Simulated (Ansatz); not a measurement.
SrTl (CsCl type)

```
CELL_PARAMETERS angstrom
      4.06285     0.00000     0.00000
      0.00000     4.06285     0.00000
      0.00000     0.00000     4.06285
ATOMIC_POSITIONS crystal
  Sr 0.00000 0.00000 0.00000
  Tl 0.50000 0.50000 0.50000
```

The slice is a {210} plane (indices of the conventional cell) through the point (0.500, 0.500, 0.500) (fractional), spanned by u = [100] and v = [021] in vectors of this cell: u (4.06 Å) and v (9.08 Å, at 90° to u). It covers one period; positions are fractions (u, v).

Method: r2SCAN (plane waves to 500 eV, PAW, scalar-relativistic; Ansatz, an electronic-structure program). k mesh 12×12×12. Near the nuclei the fields are pseudised (PAW); where an atom keeps semicore shells as valence, they peak there. Spin-orbit coupling is left out, though Tl is heavy. SrTl was relaxed with its symmetry unable to fall.

Question: Predict the map of the electron localisation function (ELF) on the slice.

Answer: 
```
|xxxx33443344444444334433xx|
|22334444444444444444444433|
|44444444443322223344444444|
|44444444221100001122444444|
|44443311000000000000113344|
|44331100001133331100001133|
|33220000116688886611000022|
|33220000338899998833000022|
|33220000228899998822000022|
|44331100115577775511001133|
|44442200000022220000002244|
|44443311000000000000113344|
|44444433110000000011334444|
|44444433220000000022334444|
|44444433110000000011334444|
|44443311000000000000113344|
|44442200000022220000002244|
|44331100115577775511001133|
|33220000228899998822000022|
|33220000338899998833000022|
|33220000116688886611000022|
|44331100001133331100001133|
|44443311000000000000113344|
|44444444221100001122444444|
|44444444443322223344444444|
|22334444444444444444444433|
|xxxx33443344444444334433xx|
|xxxx22443344444444334422xx|
```
Scale: ten equal steps from 0.04 (start of '0') to 0.81 (end of '9'), in the order '0123456789'. Values: electron localisation function (ELF). The map has 13 points along u (two characters each, u = 0 at the left) and 28 along v (v = 0 in the bottom row). Points within 0.5 Å of a nucleus are blanked (x), as the pseudised field means little there.
